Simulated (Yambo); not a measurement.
BSE-type run in Yambo on Sr₂OsH₆ (space group Fm-3m, No. 225), at zero momentum.

Quantum ESPRESSO step (LDA, PseudoDojo standard norm-conserving files, scalar-relativistic):
```
&CONTROL
  calculation = 'nscf'
  pseudo_dir = './pseudo'
  outdir = './out'
/
&SYSTEM
  ibrav = 0
  nat = 9
  ntyp = 3
  ecutwfc = 74.0
  ecutrho = 296.0
  occupations = 'fixed'
  force_symmorphic = .true.
  nbnd = 66
/
&ELECTRONS
  conv_thr = 9.000000000000001e-09
  diago_full_acc = .true.
  diago_thr_init = 1e-08
/
ATOMIC_SPECIES
H 1.0080 H.upf
Sr 87.6200 Sr.upf
Os 190.2300 Os.upf
CELL_PARAMETERS angstrom
  0.000000000000   3.812280000000   3.812280000000
  3.812280000000   0.000000000000   3.812280000000
  3.812280000000   3.812280000000   0.000000000000
ATOMIC_POSITIONS crystal
H   0.773850000000   0.773850000000   0.226150000000
H   0.226150000000   0.226150000000   0.773850000000
H   0.226150000000   0.773850000000   0.773850000000
H   0.773850000000   0.226150000000   0.226150000000
H   0.773850000000   0.226150000000   0.773850000000
H   0.226150000000   0.773850000000   0.226150000000
Sr   0.750000000000   0.750000000000   0.750000000000
Sr   0.250000000000   0.250000000000   0.250000000000
Os   0.000000000000   0.000000000000   0.000000000000
K_POINTS automatic
6 6 6 0 0 0
```

Yambo input:
```
rim_cut
optics
bse
bss
dipoles
em1s
RandQpts= 1000000
RandGvec= 1 Ry
FFTGvecs= 40 Ry
Chimod= "HARTREE"
BSKmod= "SEX"
BSEmod= "resonant"
BSSmod= "hs"
BSENGexx= 15 Ry
BSENGBlk= 3 Ry
% KfnQP_E
 1.305 | 1.0 | 1.0 |
%
% BSEQptR
 1 | 1 |
%
% BSEBands
 16 | 27 |
%
% BEnRange
 0.0 | 8.6 | eV
%
% BDmRange
 0.15 | 0.15 | eV
%
BEnSteps= 172
% BLongDir
 1.0 | 0.0 | 0.0 |
%
BSHayTrs= -0.02
BSSNEig= 24
WRbsWF
% BndsRnXs
 5 | 61 |
%
NGsBlkXs= 3 Ry
% LongDrXs
 1.0 | 1.0 | 1.0 |
%
```

From the report:

The dimension is k points × valence × conduction bands = 216 × 6 × 6 = 7776.
```
   [SLEPC] Approach                          : Krylov-Schur
   [SLEPC] Number of requested eigenvalues   :  24
   [SLEPC] Number of eigenvalues        [NEV]:  24
    [K] Dimension                                    :   7776
    [K] Bands                                        :  16  27
    [K] Exchange res                                 : yes
    [K] Correlation res                              : yes
    [K] W interaction is bare                        : no
    [K] RL vectors exchange                          :   749
    [K] RL vectors correlation                       :   65
    [W] Matrix size                                  :   65
    [W] Bands                                        :    5   61
    [W] Coulomb Cutoff                               : none
    [W] Hxc Kernel                                   : HARTREE
```
Lowest eigenvalues (eV; in brackets the number of states within 2 meV): 2.92 (3), 3.20 (3), 3.38 (3), 3.40 (3), 3.42 (2), 3.45 (1). They depend on the mesh, which isn't converged, and on the G0W0 scissor.

Spin-orbit coupling is not included.

Geometry of the Materials Project entry, not relaxed at this level.

The structure is a Materials Project entry; no match was found in the copy of COD used, and its stability was not checked.
